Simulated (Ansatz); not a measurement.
The cell was built from the zincblende type and relaxed in the same program, and has space group F-43m; it needn't be a known or the stable phase.

Input and log of a run on YbN: DFT, PBE, all-electron LAPW, scalar-relativistic (Ansatz 0.2.0).

```yaml
crystal:
  lattice:
    - [0.0, 2.5898587453, 2.5898587453]
    - [2.5898587453, 0.0, 2.5898587453]
    - [2.5898587453, 2.5898587453, 0.0]
  atoms:
    - { symbol: Yb, position: [0.0, 0.0, 0.0] }
    - { symbol: "N", position: [0.25, 0.25, 0.25] }
kpoints:
  mp_grid: { grid: [11, 11, 11] }
  band_path:
    path:
      - [0.0, 0.0, 0.0]
      - [-0.5, -0.5, 0.0]
      - [-0.375, -0.375, 0.25]
      - [-0.375, 0.0, 0.375]
      - [0.0, 0.0, 0.0]
      - [0.0, 0.0, 0.5]
      - [-0.5, -0.25, 0.25]
      - [-0.5, -0.5, 0.0]
    npoints: 8
scf:
  occupations: { method: fermi_dirac, width: 0.08 }
hamiltonian:
  xc: pbe
  pseudopotentials: { kind: all_electron, lapw: { basis_error: 0.001 } }
output:
  forces: true
  stress: true
  eigenvalues: true
  populations: true
  dos: { projected: true, de: 0.2, e_range: [-14, 8] }
```

Output:

```
Yb: projections on atomic orbitals take those of the free atom 1s2 2s2 2p6 3s2 3p6 3d10 4s2 4p6 4d10 4f14 5s2 5p6 5d0 6s2, of charge +0.00 (hamiltonian.pseudopotentials.projection_atoms)
N: projections on atomic orbitals take those of the free atom 1s2 2s2 2p3, of charge +0.00 (hamiltonian.pseudopotentials.projection_atoms)
LAPW: plane waves up to 9.846 Å⁻¹, error target 1.0e-3 eV per atom; small_component_spin mean_spin; N in spheres of 0.918 Å, 7 of its electrons in bands, Dirac shells []; Yb in spheres of 1.325 Å, 40 of its electrons in bands, Dirac shells []
Engine: ansatz 0.2.0
Pseudopotentials: kind: all_electron
Pseudopotential: Yb, LAPW, valence charge 40, Koelling and Harmon's equation, gaussian nucleus
Pseudopotential: N, LAPW, valence charge 7, Koelling and Harmon's equation, gaussian nucleus
Functional definition: PBE
  parameter kappa = 0.804
  parameter beta = 0.06672455060314922
  exchange = pbe_x(kappa = kappa, mu = beta*pi^2/3)
  correlation = pbe_c(beta = beta)
Crystal: 2 atoms, lattice volume = 34.742 Å³
Basis set: ecut = 369.3846075537474 eV, 537 PW (Γ), exchange–correlation at level 2
Bands: 29, of which v1, the nominal top of the filled ones, is band 24 counted from 1 (23 counted from 0)
Symmetry: 24 space group operations
Space group: F-43m (ITA 216), of the structure as read, at distance tolerance 3.3e-5 Å
k-points: 56 of 1331 (time reversal used)
Non-local potential: Yb, projectors of the file, none
Non-local potential: N, projectors of the file, none
Initial density: superposition of atomic densities (chi_scale 0.1, normalization cell)
Initial wavefunctions: plane waves of lowest kinetic energy (no species holds an atomic orbital)
Functional: x = pbe(κ = 0.804, μ = 0.2195149727645171), c = pbe(β = 0.06672455060314922)
iter 1 solved again at ethr=5.54e-2 eV; its pass at ethr=1.00e-1 eV (dr2=2.60e1 eV) is discarded
SCF iter   1: F=—  HF=-384045.784893 eV  |F-HF|=—  |Δ(HF+E_count)|=         —  Δρ=2.29e-1  dr2=2.60e1  ethr=5.54e-2  ⟨swp⟩=2.0  Hψ=9543  notcnv=0
preconditioner: auto → LDOS  [metal: Δε(μ)=0.023 eV  Ē_g=11.723 eV  σ=0.080 eV  W_gap=0.07  n_scr=14 (ndim 8)  ℏωp=32.7 eV  f_vac=0.040  D(μ)=16.20/eV (n_scr^D=458)  β→1.0]
SCF iter   2: F=—  HF=-384038.549473 eV  |F-HF|=—  |Δ(HF+E_count)|=    7.24e0  Δρ=9.33e-2  dr2=3.02e0  ethr=5.54e-2  ⟨swp⟩=2.0  Hψ=4704  notcnv=0
iter 3 solved again at ethr=6.12e-4 eV; its pass at ethr=6.42e-3 eV (dr2=2.87e-1 eV) is discarded
SCF iter   3: F=—  HF=-384035.391294 eV  |F-HF|=—  |Δ(HF+E_count)|=    3.16e0  Δρ=2.48e-2  dr2=2.88e-1  ethr=6.12e-4  ⟨swp⟩=2.0  Hψ=8726  notcnv=0
SCF iter   4: F=—  HF=-384035.078060 eV  |F-HF|=—  |Δ(HF+E_count)|=         —  Δρ=2.89e-2  dr2=5.22e-1  ethr=6.12e-4  ⟨swp⟩=2.0  Hψ=5187  notcnv=0
the basis was enlarged: its passes take 508.4 KiB over the memory plan, 1 of 1 planned eigensolver slots
SCF iter   5: F=—  HF=-384035.209243 eV  |F-HF|=—  |Δ(HF+E_count)|=   1.31e-1  Δρ=4.67e-2  dr2=1.28e0  ethr=6.12e-4  ⟨swp⟩=3.0  Hψ=5305  notcnv=0  recentre
SCF iter   6: F=—  HF=-384035.015909 eV  |F-HF|=—  |Δ(HF+E_count)|=   1.93e-1  Δρ=1.56e-2  dr2=1.52e-1  ethr=6.12e-4  ⟨swp⟩=3.0  Hψ=5140  notcnv=0
SCF iter   7: F=—  HF=-384034.994892 eV  |F-HF|=—  |Δ(HF+E_count)|=   2.10e-2  Δρ=3.62e-3  dr2=8.05e-3  ethr=3.23e-4  ⟨swp⟩=2.0  Hψ=4603  notcnv=0
SCF iter   8: F=—  HF=-384034.994242 eV  |F-HF|=—  |Δ(HF+E_count)|=   6.50e-4  Δρ=7.53e-4  dr2=3.43e-4  ethr=1.71e-5  ⟨swp⟩=2.0  Hψ=4923  notcnv=0
SCF iter   9: F=—  HF=-384034.994178 eV  |F-HF|=—  |Δ(HF+E_count)|=   6.40e-5  Δρ=6.76e-5  dr2=8.77e-7  ethr=7.30e-7  ⟨swp⟩=2.0  Hψ=4923  notcnv=0
SCF iter  10: F=—  HF=-384034.994180 eV  |F-HF|=—  |Δ(HF+E_count)|=   2.39e-6  Δρ=1.85e-5  dr2=1.35e-7  ethr=1.87e-9  ⟨swp⟩=3.0  Hψ=5229  notcnv=0
SCF iter  11: F=-384034.994180 eV  HF=-384034.994180 eV  |F-HF|=6.46e-9  |Δ(HF+E_count)|=   7.19e-8  Δρ=4.21e-6  dr2=7.10e-9  ethr=2.88e-10  ⟨swp⟩=3.0  Hψ=5180  notcnv=0
SCF 1 converged in 11 iterations: F = -384034.994180 eV  dr2 = 7.10e-9
NSCF: frozen V_eff on 57 k-points
SCF converged after 11 iterations
Free energy (F): -384034.994180 eV
Harris-Foulkes:  -384034.994180 eV  (|F-HF|=6.46e-9)
Internal energy: -384034.857560 eV  (E = F + TS)
E sigma→0 (E₀):  -384034.925870 eV
Entropy (-TS):   -0.136620 eV (-68.310 meV/atom)
Fermi energy:    12.679907 eV
--- Per-component energies (eV) ---
  E_band       = -4205.383062
  E_kinetic    = 424499.947906
  E_xc         = -8187.402314
  E_electrostatic = -800347.403152  (all electrons and nuclei)
  E_smearing   = -0.136620  (= −TS)
  E_closure    = 0.000000  (closes the sum)
  E_atoms      = -384023.186725  (free atoms, spherical and without spin; not in F)
  Σ components = -384034.994180   (vs F -384034.994180, Δ=0.00e0)
  Basis errors (estimates in eV, not in F): energy 3.3e-4 per atom: plane waves 2.7e-4 (1.6e-4 summed), levels above the bands 8.8e-51, relativity 5.3e-8, radial functions 6.5e-5, core shells 1.0e-6; eigenvalues (radial functions only) 3.4e-7; not estimated: angular momenta, meshes, grids; target (lapw.basis_error) 1.0e-3; muffin-tin radii N 0.918 Å, Yb 1.325 Å
--- Forces (eV/Å), atoms counted from 1 ---
  atom   1  Yb     0.00000000    -0.00000000     0.00000000
  atom   2  N     -0.00000000     0.00000000     0.00000000
  max |Σ_I F_I| component: 1.30e-16 eV/Å
--- Stress (GPa, compression-positive) ---
        0.011786      -0.000000       0.000000
       -0.000000       0.011786      -0.000000
        0.000000      -0.000000       0.011786
  P = ⅓ Tr σ = 0.0118 GPa (0.118 kbar)
--- Band table (eV; the first three rows and the last of 56) ---
  k-point 0: bands = ["-361.9942", "-323.2975", "-323.2975", "-323.2975", "-163.0820", "-163.0820", "-163.0820", "-163.0439", "-163.0439", "-38.0377", "-9.9978", "-9.9978", "-9.9978", "-0.0043", "10.7089", "10.7089", "10.7089", "11.9236", "12.2403", "12.2403", "12.2403", "12.3461", "12.3461", "12.3461", "14.8790", "19.0927", "19.0927", "22.2512", "22.2512"]
  k-point 1: bands = ["-361.9942", "-323.2975", "-323.2975", "-323.2975", "-163.0820", "-163.0820", "-163.0820", "-163.0439", "-163.0439", "-38.0360", "-10.0455", "-10.0032", "-10.0032", "0.0799", "10.5527", "10.7446", "10.7446", "11.9628", "12.2268", "12.2268", "12.2405", "12.3192", "12.3717", "12.3717", "15.2552", "18.9227", "18.9227", "22.0271", "22.4930"]
  k-point 2: bands = ["-361.9942", "-323.2975", "-323.2975", "-323.2975", "-163.0820", "-163.0820", "-163.0820", "-163.0439", "-163.0439", "-38.0314", "-10.1701", "-10.0178", "-10.0178", "0.2972", "10.2960", "10.8369", "10.8369", "12.0261", "12.2077", "12.2077", "12.2412", "12.2688", "12.4181", "12.4181", "16.1240", "18.6531", "18.6531", "21.5454", "22.8549"]
  k-point 55: bands = ["-361.9942", "-323.2975", "-323.2975", "-323.2975", "-163.0820", "-163.0820", "-163.0820", "-163.0439", "-163.0439", "-38.0090", "-10.4646", "-10.2760", "-10.1665", "1.2401", "10.4647", "10.8059", "11.6298", "12.1577", "12.1655", "12.1912", "12.2045", "12.2506", "12.6146", "12.8311", "15.2308", "17.7211", "20.1207", "21.6439", "22.8833"]
--- Löwdin populations: 2 sites ---
  site symbol       q [e]
     0     Yb     69.4416
     1      N      7.5136
  spilling = 0.000582 (of n_electrons = 77.000000)
```

Where the f shell is localised, expect the real compound to differ from this run without U.
